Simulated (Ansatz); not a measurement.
These are results of DFT PBE, scalar-relativistic, plane waves, PAW, and for the lanthanide a 4f-in-core norm-conserving potential (Ansatz 0.2.0), not measurements. Settings: cutoff 690 eV, Γ-centred meshes spaced at most about 0.3 Å⁻¹, and about 0.25 Å⁻¹ or finer for metals (2π included), Gaussian smearing. No spin polarisation in the final relaxations.

Temperature and zero-point effects are left out. All come from trial cells, and lower structures may exist.

**Question.** Which of these relaxed structures of LiTbH₄ is the lowest in energy?
1.

```xyz
12
Lattice="3.4325 0.0000 0.0000 0.0003 3.4384 0.0000 0.0207 0.1342 10.2132" Properties=species:S:1:pos:R:3 pbc="T T T"
Li    1.7952    3.3828    9.8868
Li    1.7097    3.3795    4.7763
Tb    0.0113    1.4393    2.0253
Tb    3.4362    1.5231    7.1398
H     0.0207    1.3401    4.1669
H     3.4014    1.4623    9.2820
H     0.0182    3.1573    0.8376
H     3.4344    3.2375    5.9523
H     1.7275    3.1576    2.6576
H     1.7201    3.2412    7.7715
H     1.7248    1.4505    0.8358
H     1.7217    1.5415    5.9476
```

2.

```xyz
6
Lattice="3.4172 0.0000 0.0000 -1.7086 2.9594 0.0000 0.0000 0.0000 5.9075" Properties=species:S:1:pos:R:3 pbc="T T T"
Li    0.0000    0.0000    0.0000
Tb    0.0000    0.0000    2.9537
H     0.0000    1.9729    4.1770
H     0.0000    1.9729    1.7305
H     1.7086    0.9865    4.1770
H     1.7086    0.9865    1.7305
```

3.

```xyz
6
Lattice="2.2861 -2.9431 0.0000 2.2861 2.9431 0.0000 0.0000 0.0000 3.7253" Properties=species:S:1:pos:R:3 pbc="T T T"
Li    0.0000    0.0000    1.8627
Tb    2.2861    0.0000    0.0000
H     2.2861    2.0886    0.0000
H     2.2861   -2.0886    0.0000
H     1.1431    1.4716    1.8627
H     1.1431   -1.4716    1.8627
```

4.

```xyz
6
Lattice="0.0000 3.0495 3.0495 3.0495 0.0000 3.0495 3.0495 3.0495 0.0000" Properties=species:S:1:pos:R:3 pbc="T T T"
Li    0.0000    0.0000    0.0000
Tb    3.0495    3.0495    3.0495
H     2.1519    2.1519    0.8976
H     0.8976    2.1519    2.1519
H     0.8976    0.8976    0.8976
H     2.1519    0.8976    2.1519
```

**Answer.** 1. It has space group P1 (No. 1); the next, 3, with space group Cmmm (No. 65), lies 159 meV/atom higher. Counting H atoms around Li and Tb (those within 1.25 times the shortest such distance or 1.15 times the sum of covalent radii, 1.27 where that leaves under three; a plus sign parts nearer from farther groups), the lowest has Li 7, Tb 5+4 and the next has Li 4+4, Tb 2+4.

With hydrogen, zero-point motion can shift such differences by 10 meV/atom or more. Cells relaxed within their symmetry can be saddle points. The P1 cell of LiTbH4 came from shaking the Cmmm one. Some structure types and database cells were kept out of the candidates from the start, so a known form may be missing.

The lanthanide is trivalent by construction, without f bands, f moments or other valences.
